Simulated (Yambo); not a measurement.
G0W0@PBE for TlBr (CsCl type, space group Pm-3m, No. 221) in Yambo (4×4×4 mesh, 15 Ry block, plasmon pole, screening fixed), without a terminator:

```
bands N in G  gap X → X (eV)  shift of the valence edge (eV)
------------  --------------  ------------------------------
98                     3.233                          -1.339
177                    3.303                          -1.498
284                    3.333                          -1.561
```

Q: Extrapolate both columns to infinite N with E(N) = E∞ + A/N, test the form, and compare with the terminator.

A: From two points, E∞ = (N2 E2 − N1 E1)/(N2 − N1). The two largest N give 3.38 eV for the gap and -1.67 eV for the shift; the two smallest give 3.39 eV and -1.70 eV. For the gap the slopes A are -15 and -14 eV: the 1/N form holds. For the shift the slopes A are 35 and 30 eV: the form isn't reached, and its limit is uncertain. With the Bruneval-Gonze terminator and 284 bands the run gives 3.35 eV and -1.61 eV, 0.03 eV and 0.05 eV from the extrapolated values: the terminator too is an estimate of the remainder. Block, mesh and the bands in W are held fixed.

Spin-orbit coupling is not included.

Geometry relaxed with PBEsol; primitive cell a = b = c = 3.914 Å, α = β = γ = 90.00°.

A shift is the quasiparticle energy of the state minus its PBE energy.

The potentials are those of PseudoDojo's stringent table.
